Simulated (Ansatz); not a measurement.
Si$_{2}$W in space group Fddd (No. 70; Si on 16f, W on 8a) at seven volumes, PBEsol (plane waves, PAW; program Ansatz), shape and atoms relaxed at each. One row is withheld.

| V (Å³/atom) | P (GPa) |
|---|---|
| 12.128 | 26.82 |
| 12.528 | 16.41 |
| 12.928 | 7.55 |
| 13.327 | -0.01 |
| 13.727 | -6.42 |
| 14.127 | -11.81 |
| 14.527 | ? |

### Question
Fit the shown pressures and predict the withheld one.

### Answer
Third-order Birch–Murnaghan: P = (3/2)B₀(x^(7/2) − x^(5/2))[1 + (3/4)(B′ − 4)(x − 1)] with x = (V₀/V)^(2/3). Least squares on the six rows gives V₀ = 13.328 Å³/atom, B₀ = 231.0 GPa, B′ = 4.40. At V = 14.527, x = 0.9442 and P = -16.47 GPa. The run itself gave -16.32 GPa.

A made-up cell: these elements were put on the sites of a structure type; neither database checked (COD, Materials Project) lists it. It is not the phase usual at ambient conditions (space group No. 139). The PBEsol relaxation kept the symmetry of its start; whether a distortion lowers the energy is not shown. No spin polarisation was allowed. Spin–orbit coupling is left out wherever it is not named.

Potentials: the earlier of the program's two PAW sets. The files were generated under PBE; for other functionals the program regenerates the frozen cores, and for LDA and PBEsol the local potential too.
